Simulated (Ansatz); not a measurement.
# What moves the field gradients of MnC₅IO₅?

Cell of run 1: an entry of the Crystallography Open Database (COD), atoms as given.

```cif
data_MnC5IO5
_symmetry_space_group_name_H-M 'Cmcm'
_symmetry_Int_Tables_number 63
_cell_length_a 7.4783
_cell_length_b 10.8100
_cell_length_c 10.7310
_cell_angle_alpha 90.000
_cell_angle_beta 90.000
_cell_angle_gamma 90.000
loop_
_atom_site_label
_atom_site_type_symbol
_atom_site_symmetry_multiplicity
_atom_site_Wyckoff_symbol
_atom_site_fract_x
_atom_site_fract_y
_atom_site_fract_z
Mn Mn 4 c 0.5000 0.3574 0.7500
C3 C 4 c 0.5000 0.1868 0.7500
C5 C 16 h 0.8195 0.8669 0.6274
I I 4 c 0.5000 0.6066 0.7500
O15 O 4 c 0.5000 0.0821 0.7500
O17 O 16 h 0.7096 0.8743 0.5568
```

One atom of each set is listed; the run and its k-mesh use a cell of 24 atoms with edges of 6.57, 6.57, 10.73 Å.

Relaxed positions (PBE, cell held):

Mn (0.5000, 0.3545, 0.7500)
C3 (0.5000, 0.1877, 0.7500)
C5 (0.8228, 0.8658, 0.6300)
I (0.5000, 0.6051, 0.7500)
O15 (0.5000, 0.0811, 0.7500)
O17 (0.7107, 0.8745, 0.5579)

All runs are DFT with Ansatz 0.2.0 (plane waves and PAW, scalar-relativistic unless spin–orbit coupling is named, Γ-centred meshes, Fermi–Dirac smearing where given) in this cell. Start moments of run 1 as typed (μB): 4 on each Mn, none on the rest.

Run 1: PBE, parallel start moments, atoms as given; 420 eV, 6×6×3 k-points, smearing 0.05 eV.
Run 2: PBE, parallel start moments, atoms relaxed; 420 eV, 6×6×3 k-points, smearing 0.05 eV.
Run 3: r2SCAN, parallel start moments, at the relaxed atoms; 500 eV, 6×6×3 k-points, smearing 0.05 eV.

| run | Mn V_zz (η) | I V_zz (η) | O17 V_zz (η) |
| --- | --- | --- | --- |
| 1 | 2.48 (0.01) | 75.6 (0.02) | -3.41 (0.25) |
| 2 | ? | ? | ? |
| 3 | 3.99 (0.01) | 74.1 (0.02) | -2.14 (0.43) |

V_zz in 10²¹ V/m²; 3 of the 6 sets of like atoms are followed.

**Question.** Estimate the row of run 2.

**Answer.** Mn: 3.68 (0.03); I: 81.3 (0.01); O17: -2.17 (0.44). It lies nearest to run 1, from whose tensors on these sites it differs by 5.76 at most (largest principal value of the difference, on I). Taken one at a time, the functional (r2SCAN with its higher cutoff) moves the tensors on these sites by up to 7.27 (largest principal value of the change, on I), the positions of the atoms (as given or relaxed) by 5.76 (I).

Without spin–orbit coupling the gradients at and beside I can be off by some per cent, at some sites by more. The database entry as given showed forces above 3 eV/Å or a pressure above 30 GPa, though relaxing it moves no atom far. With these PAW files V_zz is typically within 2 to 3 % of all-electron values, but misses above 10 % occur on I. In run 3 the program didn't check the stability of the electronic state in full, so a lower one may lie near. In runs 1, 2, 3 the start moments die out. In runs 1, 3 the atoms aren't at the calculated equilibrium (largest force 3.4, 1.0 eV/Å).
